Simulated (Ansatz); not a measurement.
ZrB$_{2}$ in space group P6/mmm (No. 191; Zr on 1a, B on 2d) at seven volumes, the program Ansatz at the r²SCAN level (PAW), shape and atoms relaxed at each. One row is withheld.

| V (Å³/atom) | P (GPa) |
|---|---|
| 9.359 | 27.44 |
| 9.667 | 16.90 |
| 9.976 | ? |
| 10.284 | 0.00 |
| 10.593 | -6.75 |
| 10.902 | -12.57 |
| 11.210 | -17.60 |

Task: Fit the shown pressures and predict the withheld one.

Result: P = (3/2)B₀(x^(7/2) − x^(5/2))[1 + (3/4)(B′ − 4)(x − 1)] with x = (V₀/V)^(2/3). Least squares on the six rows gives V₀ = 10.284 Å³/atom, B₀ = 242 GPa, B′ = 3.93. At V = 9.976, x = 1.0205 and P = 7.81 GPa. The run itself gave 7.83 GPa.

The r²SCAN relaxation kept the symmetry of its start; of distortions, only those at the zone centre were tested. No spin polarisation was allowed.

Potentials: the later of the program's two PAW sets.
